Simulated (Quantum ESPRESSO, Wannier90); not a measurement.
MgO (P6₃/mmc): Wannier90 run

Structure: Materials Project mp-1065577, symmetrised, not relaxed again. Not found in the COD (Crystallography Open Database) copy used, which has the formula in other groups; not checked further. Level: PBEsol, no spin polarisation, no spin-orbit coupling; pw.x of Quantum ESPRESSO at 68 Ry with PseudoDojo potentials, 6×6×6 k-points, Wannier90. Density: 12×12×8 mesh, cold smearing 0.01 Ry.

```
begin unit_cell_cart
ang
    3.4863801527    0.0000000000    0.0000000000
   -1.7431900764    3.0192937795    0.0000000000
    0.0000000000    0.0000000000    4.1780400000
end unit_cell_cart
mp_grid = 6 6 6
```

Problem. Which shells of neighbouring k-points and which b-vectors and weights does Wannier90 pick for this cell and mesh?

Solution. 
```
 *---------------------------------- K-MESH ----------------------------------*
 +----------------------------------------------------------------------------+
 |                    Distance to Nearest-Neighbour Shells                    |
 |                    ------------------------------------                    |
 |          Shell             Distance (Ang^-1)          Multiplicity         |
 |          -----             -----------------          ------------         |
 |             1                   0.250643                      2            |
 |             2                   0.346835                      6            |
 |             3                   0.427921                     12            |
 |             4                   0.501287                      2            |
 |             5                   0.600736                      6            |
 |             6                   0.609576                     12            |
 |             7                   0.650927                     12            |
 |             8                   0.693671                      6            |
       ... (lines left out)
 +----------------------------------------------------------------------------+
 | The b-vectors are chosen automatically                                     |
 | The following shells are used:                       1,  2                 |
 +----------------------------------------------------------------------------+
 |                        Shell   # Nearest-Neighbours                        |
 |                        -----   --------------------                        |
 |                          1               2                                 |
 |                          2               6                                 |
 +----------------------------------------------------------------------------+
 | Completeness relation is fully satisfied [Eq. (B1), PRB 56, 12847 (1997)]  |
 +----------------------------------------------------------------------------+
 |                  b_k Vectors (Ang^-1) and Weights (Ang^2)                  |
 |                  ----------------------------------------                  |
 |            No.         b_k(x)      b_k(y)      b_k(z)        w_b           |
 |            ---        --------------------------------     --------        |
 |             1         0.000000    0.000000    0.250643     7.958990        |
 |             2         0.000000    0.000000   -0.250643     7.958990        |
 |             3         0.000000    0.346835    0.000000     2.770973        |
 |             4         0.300368    0.173418    0.000000     2.770973        |
 |             5         0.000000   -0.346835    0.000000     2.770973        |
 |             6         0.300368   -0.173418    0.000000     2.770973        |
 |             7        -0.300368   -0.173418    0.000000     2.770973        |
 |             8        -0.300368    0.173418    0.000000     2.770973        |
```
